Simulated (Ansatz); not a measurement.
Ti5Si: a faulty run and its cure

Someone meant to compute Ti5Si with PBE, plane waves and PAW in Ansatz and wrote this input.

```yaml
crystal:
  lattice:
    - [2.5228393509, 1.4565619783, 4.4409048145]
    - [-2.5228393509, 1.4565619783, 4.4409048145]
    - [0.0, -2.9131239567, 4.4409048145]
  atoms:
    - { symbol: Ti, position: [0.15143967, 0.15143967, 0.15143967] }
    - { symbol: Ti, position: [0.60535, 0.39465, 0.0] }
    - { symbol: Ti, position: [0.5, 0.5, 0.5] }
    - { symbol: Ti, position: [0.84856033, 0.84856033, 0.84856033] }
    - { symbol: Ti, position: [0.39465, 0.0, 0.60535] }
    - { symbol: Si, position: [0.0, 0.60535, 0.39465] }
basis:
  ecutwfc: 420
kpoints:
  mp_grid: { grid: [12, 12, 12] }
hamiltonian:
  xc: pbe
scf:
  occupations: { method: gaussian, width: 0.1 }
  max_iter: 100
output:
  forces: true
  stress: true
  eigenvalues: true
```

Command:

```bash
ansatz run input.yaml --threads 1 --pin off --max-ram 2560MiB --backend cpu --events-out ev --progress --plain --runs-dir out
```

Output, shortened (HF is the Harris–Foulkes energy, dr2 the density residual in eV):

```text
Pseudopotential: Ti, paw, valence charge 12, recommended cutoff 420 eV (normal)
Pseudopotential: Si, paw, valence charge 4, recommended cutoff 420 eV (normal)
Crystal: 6 atoms, lattice volume = 97.913 Å³
Basis set: ecut = 420 eV, 1911 PW (Γ), exchange–correlation on 72×72×72 points (8 copies of the dense FFT grid, shifted against one another)
Bands: 39, of which v1, the nominal top of the filled ones, is band 32 counted from 1 (31 counted from 0)
Symmetry: 2 space group operations
Space group: C2 (ITA 5), of the structure as read, at distance tolerance 4.6e-5 Å
k-points: 476 of 1728 (time reversal used)
Initial density: superposition of atomic densities, corrected by the library's trained network
SCF iter   1: HF=-13135.219781 eV  Δρ=6.25e-3  dr2=4.34e-2
SCF iter   2: HF=-13135.219247 eV  Δρ=3.30e-3  dr2=1.08e-2
SCF iter   3: HF=-13135.218764 eV  Δρ=7.16e-4  dr2=4.41e-4
SCF iter   4: HF=-13135.218735 eV  Δρ=2.55e-4  dr2=5.74e-5
SCF iter   5: HF=-13135.218728 eV  Δρ=4.96e-5  dr2=2.37e-6
SCF iter   6: HF=-13135.218728 eV  Δρ=1.25e-5  dr2=1.31e-7
SCF iter   7: F=-13135.218728 eV  HF=-13135.218728 eV  Δρ=3.02e-6  dr2=9.48e-9
SCF 1 converged in 7 iterations: F = -13135.218728 eV  dr2 = 9.48e-9
SCF converged after 7 iterations
Free energy (F): -13135.218728 eV
E sigma→0 (E₀):  -13135.200958 eV
Entropy (-TS):   -0.035540 eV (-5.923 meV/atom)
Fermi energy:    13.315019 eV
--- Forces (eV/Å), atoms counted from 1 ---
  atom   1  Ti     0.04867517    -0.62956082    -0.18350333
  atom   2  Ti     0.35750508     0.13346944     0.02282013
  atom   3  Ti    -0.31846775     0.55160233     0.00000000
  atom   4  Ti     0.52087808    -0.35693434     0.18350333
  atom   5  Ti    -0.29434046    -0.24287376    -0.02282013
  atom   6  Si    -0.31424832     0.54429406     0.00000000
--- Stress (GPa, compression-positive) ---
        0.234319      -2.513117      -0.315150
       -2.513117       3.136217      -0.181952
       -0.315149      -0.181951       1.224583
  P = ⅓ Tr σ = 1.5317 GPa (15.317 kbar)
```

Problem. The run converged, but its numbers aren't those of the intended crystal and state. Why?

Solution. The fault is two atoms' positions swapped. Two unlike atoms sit on each other's sites. The cure is the atoms on their own sites.

Fix (which also takes the iteration limit of the reference run):

```diff
 crystal:
   atoms:
-    - { symbol: Ti, position: [0.5, 0.5, 0.5] }
+    - { symbol: Ti, position: [0.0, 0.60535, 0.39465] }
-    - { symbol: Si, position: [0.0, 0.60535, 0.39465] }
+    - { symbol: Si, position: [0.5, 0.5, 0.5] }
 scf:
-  max_iter: 100
```

With the mended input the run converges and gives a pressure of 0.02 GPa, a largest force of 0.027 eV/Å, no gap. The faulty run's energy lay 119 meV per atom higher.

The mended run took 74 s on 1 thread of Intel(R) Xeon(R) Platinum 8259CL CPU @ 2.50GHz (Skylake/Cascade Lake), with other jobs on the host, peak memory 0.79 GiB.